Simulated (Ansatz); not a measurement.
### Question
Name crystals whose computed values (plane-wave PAW LDA (Ansatz code)) fall in these windows: B₀ by P(V) fit (GPa) 190 to 240; highest Γ mode, no LO–TO term (cm⁻¹) 570 to 780.

### Answer


| crystal | B₀ by P(V) fit (GPa) | highest Γ mode, no LO–TO term (cm⁻¹) |
|---|---|---|
| LaTiO3, cubic perovskite | 216 | 659 |
| AlGaN2, P-4m2 (Al on 1c, Ga on 1a, N on 2g) | 206 | 704 |
| Be2C, fluorite or antifluorite type | 217 | 722 |
| AlGaN2, P3m1 (Al on 1a, Ga on 1c, N on 1c, N on 1a) | 207 | 716 |
| Hf2N, anti-rutile | 217 | 588 |
Others may fit too.

Standing as an ambient phase not checked: LaTiO3, cubic perovskite; AlGaN2, P-4m2 (Al on 1c, Ga on 1a, N on 2g); AlGaN2, P3m1 (Al on 1a, Ga on 1c, N on 1c, N on 1a); Hf2N, anti-rutile. Perhaps ordered models of mixed-site phases: AlGaN2, P-4m2 (Al on 1c, Ga on 1a, N on 2g); AlGaN2, P3m1 (Al on 1a, Ga on 1c, N on 1c, N on 1a). All cells were relaxed under the symmetry of their starts (and spin orders); stability against distortions was not tested throughout. Rows with no word on spin ran without spin polarisation. Spin–orbit coupling is left out wherever it is not named.

Potentials: the later of the program's two PAW sets.
